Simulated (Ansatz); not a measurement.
Ba2CuHgO4:
```cif
data_Ba2CuHgO4
_chemical_formula_sum 'Ba2 Cu1 Hg1 O4'
_space_group_name_H-M_alt 'P4/mmm'
_space_group_IT_number 123
_space_group_name_Hall '-P 4 2'
_cell_length_a 3.88115
_cell_length_b 3.88115
_cell_length_c 9.66047
_cell_angle_alpha 90.000
_cell_angle_beta 90.000
_cell_angle_gamma 90.000
loop_
_atom_site_label
_atom_site_type_symbol
_atom_site_symmetry_multiplicity
_atom_site_Wyckoff_symbol
_atom_site_fract_x
_atom_site_fract_y
_atom_site_fract_z
_atom_site_occupancy
Ba1 Ba 2 h 0.50000 0.50000 0.30386 1
Cu1 Cu 1 b 0.00000 0.00000 0.50000 1
Hg1 Hg 1 a 0.00000 0.00000 0.00000 1
O1 O 2 g 0.00000 0.00000 0.20467 1
O2 O 2 e 0.00000 0.50000 0.50000 1
```

Relaxed at zero pressure with r²SCAN (plane waves, PAW; program Ansatz).

Q: The volume is lowered by 3 % and shape and atoms relax at that volume. What pressure results, and how do the axes share the change?

A: 2.3 GPa; a -0.8 %, b -0.8 %, c -1.4 %; the energy rises by 4 meV/atom.

Q: Give the new structure.

A: 
Space group P4/mmm (No. 123); a = 3.850 Å, b = 3.850 Å, c = 9.522 Å, α = 90.00°, β = 90.00°, γ = 90.00°

```tsv
atom	site	symmetry	x	y	z
Ba	2h	4mm	0.5000	0.5000	0.3021
Cu	1b	4/mmm	0.0000	0.0000	0.5000
Hg	1a	4/mmm	0.0000	0.0000	0.0000
O	2g	4mm	0.0000	0.0000	0.2070
O	2e	mmm.	0.0000	0.5000	0.5000
```

The phase is kept; no other phase was compared at this pressure.

The first step of the workflow began from a Materials Project structure, measured or hypothetical; the Crystallography Open Database copy checked does not list it. Whether it is the stable phase at ambient conditions was not checked. The cell was relaxed with r²SCAN under the symmetry of its start; whether a distortion lowers the energy is not shown. The run is not spin-polarised. No Hubbard U is applied. Scalar-relativistic: spin–orbit coupling is off unless named, which matters more the heavier the elements.

Potentials: the later of the program's two PAW sets.
